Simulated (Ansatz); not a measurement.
Nb2CS:
```
CELL_PARAMETERS angstrom
      3.32447     0.00000     0.00000
     -1.66223     2.87908     0.00000
      0.00000     0.00000    11.54003
ATOMIC_POSITIONS crystal
  Nb 0.66667 0.33333 0.90577
  Nb 0.33333 0.66667 0.09423
  Nb 0.33333 0.66667 0.40577
  Nb 0.66667 0.33333 0.59423
  C  0.00000 0.00000 0.00000
  C  0.00000 0.00000 0.50000
  S  0.33333 0.66667 0.75000
  S  0.66667 0.33333 0.25000
```

Relaxed with r²SCAN. Special points in fractions of this cell's reciprocal vectors: Γ (0.000, 0.000, 0.000); M (0.500, 0.000, 0.000); K (0.333, 0.333, 0.000); A (0.000, 0.000, 0.500); L (0.500, 0.000, 0.500); H (0.333, 0.333, 0.500).

### Question
List the band energies nearest the Fermi level at these points for DFT-r²SCAN in the program Ansatz with PAW potentials.

### Answer
In eV from the Fermi level; about four levels below and three above (degenerate sets whole), none deeper than 8.9 eV; points with the same levels are listed once.

```tsv
k	below	above
Γ	-1.89 -1.89 -1.65 -1.65 -1.16	0.00 0.00 0.23
M	-4.15 -4.02 -3.40 -3.22	0.82 0.90 0.99
K	-2.21 -1.04 -1.04 -0.02	0.00 0.00 0.27
A	-1.76 -1.76 -1.76 -1.76 -0.49 -0.49	1.11 1.11 1.11 1.11
L	-3.76 -3.76 -3.67 -3.67	0.96 0.96 1.23 1.23
H	-1.01 -1.01 -0.13 -0.13	1.83 1.83 2.05 2.05
```

Space group P6_3/mmc. The first step of the workflow began from a Materials Project structure, measured or hypothetical; the Crystallography Open Database copy checked does not list it. Its standing as an ambient phase is unchecked. The r²SCAN relaxation kept the symmetry of its start; its stability against distortions is not shown here. No spin polarisation was allowed. Scalar-relativistic: spin–orbit coupling is off unless named, which matters more the heavier the elements.

Potentials: the later of the program's two PAW sets.
